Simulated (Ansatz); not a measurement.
C (diamond, Fd-3m), DFT-PBE in the program Ansatz with PAW potentials. The conduction-band minimum lies on the Γ–X line, 73 % of the way from Γ, with 6 equivalent valleys. Second derivatives d²E/dk² of the lowest band at one valley (eV·Å²), along Cartesian directions:

```
direction  d²E/dk²
---------  -------
[100]        4.667
[010]        26.31
[001]        26.31
[110]        15.49
[101]        15.49
[011]        26.30
```

Task: Find the principal effective masses, the density-of-states mass and the conductivity mass.

Result: Off-diagonal terms follow from H_xy = H[110] − (H_xx + H_yy)/2, and m*/mₑ = 7.620 eV·Å² over each eigenvalue: 0.29, 0.29, 1.6. One valley's DOS mass (m₁m₂m₃)^(1/3) = 0.52, conductivity mass 3/(Σ 1/mᵢ) = 0.40 mₑ.

Task: What effective density of states Nc follows at 300 K for parabolic valleys?

Result: Nc = 2.509e19 × 6 × (0.52)^(3/2) ≈ 5.6e19 cm⁻³.

Symmetry was held in the PBE relaxation. The volume moved by -26 % from the start of the relaxation.

Potentials: the later of the program's two PAW sets.

Edges and masses are those of Kohn–Sham bands, whose gap is no quasiparticle gap.
